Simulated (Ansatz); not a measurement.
BAs (CsCl type, Pm-3m), a = b = c = 2.9029 Å, α = β = γ = 90.00°.

Relaxed with PBEsol.

Question: Decompose the optical modes at the zone centre into irreducible representations, and say which are infrared and Raman allowed.

Answer: Point group m-3m: Γ_opt = T1u. Infrared: T1u. Raman: none.

Question: Assign frequencies (DFPT, plane-wave PAW PBEsol (Ansatz code)).

Answer: T1u 191i cm⁻¹.

The start of the workflow was typed in or built on a structure type; neither database checked (COD, Materials Project) lists it. It is not the phase usual at ambient conditions (space group No. 216). The cell was relaxed with PBEsol under the symmetry of its start. At this level the phase is dynamically unstable (imaginary phonons). The volume moved by 26 % from the start of the relaxation. Its formation energy is positive at this level, so the cell may be metastable or incomplete. As this level gives no gap, phonon frequencies hold no LO–TO term and depend on the k-mesh and smearing (Fermi–Dirac, 0.1 eV here).

Potentials: the later of the program's two PAW sets.
